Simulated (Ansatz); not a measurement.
ZnAu:
```
ZnAu
1.0
    3.18652     0.00000     0.00000
    0.00000     3.18652     0.00000
    0.00000     0.00000     3.18652
Zn Au
1 1
Direct
  0.50000   0.50000   0.50000
  0.00000   0.00000   0.00000
```

Relaxed with PBE. Special points in fractions of this cell's reciprocal vectors: Γ (0.000, 0.000, 0.000); X (0.000, 0.500, 0.000); M (0.500, 0.500, 0.000); R (0.500, 0.500, 0.500).

Q: List the band energies nearest the Fermi level at these points for PBE in the plane-wave PAW code Ansatz.

A: In eV from the Fermi level; about four levels below and three above (degenerate sets whole), none deeper than 8.9 eV; points with the same levels are listed once.

```json
[
 {"k": "Γ", "below": "-5.32 -5.32 -3.71 -3.71 -3.71", "above": "4.90 4.90 4.90"},
 {"k": "X", "below": "-4.80 -4.80 -3.84 -2.40", "above": "10.28 10.84 10.84"},
 {"k": "M", "below": "-4.04 -4.04 -3.15 -1.87 -1.87", "above": "0.69 2.25 10.16"},
 {"k": "R", "below": "-6.22 -6.22 -6.22 -3.10 -3.10", "above": "1.26 3.32 3.68 3.68 3.68"}
]
```

Space group Pm-3m (CsCl type). The PBE relaxation kept the symmetry of its start. Scalar-relativistic: spin–orbit coupling is off unless named, which matters more the heavier the elements.

Potentials: the later of the program's two PAW sets.
